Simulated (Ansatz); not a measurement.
Level of theory: Ansatz 0.2.0, DFT PBE, scalar-relativistic, plane waves, PAW. Cutoff 420 eV, Γ-centred meshes of about 0.25 Å⁻¹ or finer for metals and 0.3 Å⁻¹ for insulators (2π included), Gaussian smearing. No spin polarisation.

All energies are static (0 K, no zero-point motion).

Two forms of Sn2GeN2 were relaxed alike.

A.

```xyz
10
Lattice="3.2611 -4.4661 0.0000 3.2611 4.4661 0.0000 0.0000 0.0000 8.8887" Properties=species:S:1:pos:R:3 pbc="T T T"
Sn    0.0000    0.0000    2.0852
Sn    0.0000    0.0000    6.8035
Sn    3.2611    2.6579    4.4444
Sn    3.2611   -2.6579    4.4444
Ge    3.2611   -2.6798    0.0000
Ge    3.2611    2.6798    0.0000
N     3.2611    0.0000    2.6894
N     3.2611    0.0000    6.1993
N     3.2611    0.0000    7.3144
N     3.2611    0.0000    1.5744
```

B.

```xyz
5
Lattice="3.3562 0.0000 0.0000 -1.6781 2.9065 0.0000 0.0000 0.0000 9.0370" Properties=species:S:1:pos:R:3 pbc="T T T"
Sn    0.0000    1.9377    6.2758
Sn    1.6781    0.9688    2.7613
Ge    0.0000    0.0000    0.0000
N     1.6781    0.9688    7.5333
N     0.0000    1.9377    1.5037
```

Question: Which form is favoured at zero pressure, and by what margin per atom?

Answer: A is lower, by 96 meV/atom. A has space group Cmmm (No. 65), 25.9 Å³/atom and no gap on its mesh; B has space group P-3m1 (No. 164), 17.6 Å³/atom and no gap. The shortest distance is 1.12 Å (N–N) in A and 2.31 Å (Sn–N) in B. A holds N–N pairs as short as in free N₂ molecules (shortest 1.12 Å); in B the shortest N–N distance is 3.36 Å. Even the lower one lies +0.43 eV/atom against the reference forms of the elements (uncorrected), so neither is stable at this level. In A, Sn on a site of symmetry mm2 is surrounded by 2 Ge at 2.75 Å, 2 Sn at 2.97 Å and 4 N at 3.30–3.32 Å; Ge is surrounded by 2 Sn at 2.75 Å and 2 N at 3.11 Å; N on its first site is surrounded by 1 N at 1.12 Å and 4 Sn at 3.19–3.32 Å; 2 more sites not described. In B, Sn has 3 N at 2.31 Å; Ge has 6 N at 2.45 Å; around N lie 3 Sn at 2.31 Å and 3 Ge at 2.45 Å. Both come from trial cells of a structure search, whose lowest cell (C2/m, 16.6 Å³/atom) lies 185 meV/atom below the lower of the two.

Weakly bound directions are ill-defined at this level, which has no dispersion term (P-3m1), and this can change margins and order among such cells. The zero gap of P-3m1 may come from the functional, which often closes small gaps. Cells relaxed within their symmetry can be saddle points. Some types were kept out of the candidates beforehand, so the set may lack a known form.
